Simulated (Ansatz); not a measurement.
## Zn under strain

Computed with DFT r2SCAN, scalar-relativistic, plane waves, PAW (Ansatz 0.2.0). Settings: 500 eV cutoff, 24×24×10 k-mesh, Gaussian smearing of 0.10 eV, no spin polarisation.

Reference structure (relaxed):

```xyz
2
Lattice="2.5953 0.0000 0.0000 -1.2976 2.2476 0.0000 0.0000 0.0000 4.9907" Properties=species:S:1:pos:R:3 pbc="T T T"
Zn    0.0000    1.4984    1.2477
Zn    1.2976    0.7492    3.7430
```

Deformation: biaxial strain in the a-b plane, with the length and tilt of c and the atoms relaxed, all within the symmetry that the strain leaves. Energies are extrapolated to zero smearing. Stress is positive in compression, on the Cartesian axes of the cell above. The stress doesn't run one way along the series: the crystal is soft here and the free axes or atoms switch branch. On this cell's mesh the reference holds a stress of up to 0.33 GPa.

| strain (%) | ΔE (meV/atom) | a (Å) | b (Å) | c (Å) | σxx (GPa) | σyy (GPa) | σzz (GPa) |
| --- | --- | --- | --- | --- | --- | --- | --- |
| -3.0 | 23.2 | 2.517 | 2.517 | 5.280 | 6.47 | 6.47 | 0.00 |
| -2.0 | 11.0 | 2.543 | 2.543 | 5.080 | 5.66 | 5.66 | 0.00 |
| -1.0 | 3.0 | 2.569 | 2.569 | 5.016 | 3.03 | 3.03 | 0.00 |
| +0.0 | 0.0 | 2.595 | 2.595 | 4.991 | 0.25 | 0.25 | -0.33 |
| +1.0 | 0.8 | 2.621 | 2.621 | 4.905 | -1.55 | -1.55 | -0.01 |
| +2.0 | 5.2 | 2.647 | 2.647 | 4.715 | -0.72 | -0.72 | 0.00 |
| +3.0 | 6.5 | 2.673 | 2.673 | 4.599 | -0.87 | -0.87 | 0.00 |